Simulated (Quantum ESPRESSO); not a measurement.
# Computed records: SiAsO3F3 (made-up cell, one site empty)

Computed with Quantum ESPRESSO 7.5. Calculation on a made-up crystal cell, not a measurement: periodic Kohn-Sham density functional theory in plane waves with PseudoDojo standard norm-conserving scalar-relativistic pseudopotentials, each functional with its own files (v0.5 for PBE, v0.4.1 for LDA and PBEsol), no spin polarisation, no spin-orbit coupling, atoms not relaxed, stress positive in tension, energies less a fixed whole-eV offset for each atom's element; levels are Kohn-Sham levels at fractions of this cell's reciprocal vectors, counted from the reference band (half the neutral cell's valence electrons, rounded up) at Gamma; error bars cover cutoff and k-mesh only, not smearing or the files; each bar is the largest change over components, and at least 0.002 eV, 0.002 eV per angstrom or 0.02 GPa; added strain carries the atoms with the cell, and shear is the tensor component; no dispersion term; energies are for the whole cell, and the offsets were chosen from early runs and are not element reference energies.

```cif
# cell vector a (Å): 5.0473 0.0000 0.0000
# cell vector b (Å): -2.5236 4.3711 0.0000
# cell vector c (Å): 0.0000 0.0000 5.5399
data_SiAsO3F3
_symmetry_space_group_name_H-M 'P 1'
_symmetry_Int_Tables_number 1
_cell_length_a 5.0473
_cell_length_b 5.0473
_cell_length_c 5.5399
_cell_angle_alpha 90.000
_cell_angle_beta 90.000
_cell_angle_gamma 119.999
_cell_volume 122.22
loop_
_atom_site_label
_atom_site_type_symbol
_atom_site_fract_x
_atom_site_fract_y
_atom_site_fract_z
_atom_site_occupancy
Si1 Si 0.47666 0.99705 0.65176 1
As1 As 0.52686 0.53504 0.99155 1
F1 F 0.41343 0.26597 0.78675 1
F2 F 0.72582 0.13145 0.45865 1
F3 F 0.84330 0.57402 0.11791 1
O1 O 0.25776 0.40248 0.21333 1
O2 O 0.13988 0.72735 0.54779 1
O3 O 0.58030 0.85059 0.87698 1
_calc_lattice_type 'quartz'
_calc_empty_site 2
_calc_functional 'pbe'
_calc_cutoff 1143  # eV
_calc_fermi_dirac_smearing 0.025  # eV
_calc_scf_tolerance 1e-07  # eV
_calc_electrons_removed 0
_calc_k_mesh '5 x 5 x 4, shifted by half a step'
_calc_free_energy_less_offsets 27.16  # eV
_calc_scf_iterations 13
_calc_smearing_term_minus_ts 0  # eV
_calc_pressure 7.76  # GPa
_calc_stress_xx -2.485  # GPa
_calc_stress_yy -12.8  # GPa
_calc_stress_zz -7.989  # GPa
_calc_stress_yz -5.405  # GPa
_calc_stress_xz 0.2308  # GPa
_calc_stress_xy 7.492  # GPa
_calc_reference_band 29
_calc_error_bar_energy 0.00327  # eV
_calc_error_bar_stress 0.02  # GPa
_calc_error_bar_force 0.002  # eV/angstrom
_calc_error_bar_next_band_up 0.002  # eV
_calc_error_bars_from 'tighter rerun of a related cell'
```

Atoms:
```tsv
atoms element	atom site	atom energy offset (eV)
Si	1	-115
As	3	-2887
F	4	-677
F	5	-677
F	6	-677
O	7	-452
O	8	-452
O	9	-452
```

Forces:
```tsv
site	x (eV/Å)	y (eV/Å)	z (eV/Å)
1	-3.036	-7.292	-3.04
3	-3.81	0.9359	10.3
4	0.5121	-3.244	-4.451
5	1.082	1.259	-0.4527
6	1.585	0.408	-0.5684
7	2.022	0.5811	-2.57
8	1.726	3.233	2.295
9	-0.08149	4.119	-1.514
```

Levels:
```tsv
level k point	next band up (eV)
Gamma	1.142
(1/2,1/2,1/2)	2.457
(0.15,0,0)	1.298
(0,0.15,0)	1.415
(0,0,0.15)	1.325
```
